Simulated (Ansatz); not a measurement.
# FeO (Fm-3m): electronic heat capacity from the density of states

Level of theory: Ansatz 0.2.0, DFT PBEsol, scalar-relativistic, plane waves, PAW.

Plane waves to 420 eV, a k mesh through Γ of 18×18×18 on the computed 2-atom cell and Gaussian smearing (0.10 eV); collinear spin from starting moments 3.76 0.37 μB.

Relaxed cell: Fm-3m, a = 4.246 Å, b = 4.246 Å, c = 4.246 Å, α = 90.00°, β = 90.00°, γ = 90.00°, 2 atoms in the primitive cell.

The density of states at the Fermi level is 1.106 states/eV in the cell of 2 atoms (1 formula unit; both spins, tetrahedra on a 27×27×27 mesh). The run ends with a moment of 4.00 μB a cell (largest on a site 3.42 μB), and the figure is for this state; a paramagnetic sample can have a quite different one. Another magnetic order, if the compound takes it, can change N(E_F) and the shape of the cell a good deal, and may open a gap, where γ is close to zero.

Q: What Sommerfeld coefficient does this give?

A: Per formula unit N(E_F) = 1.106 states/eV. γ = (π²/3) k_B² N(E_F) N_A = 2.357 mJ/(mol K²) per state/eV, so γ = 2.6 mJ/(mol K²), a mole of formula units. This is the bare band result: a measured γ of the same phase and magnetic order is as a rule larger by a factor 1 + λ from phonons and spin fluctuations. N(E_F) at one energy is sensitive to the mesh where the density of states has sharp peaks.

The cell holds one magnetic atom, so it can only be ferromagnetic; an antiferromagnetic order may lie lower.

Only this magnetic start was tried.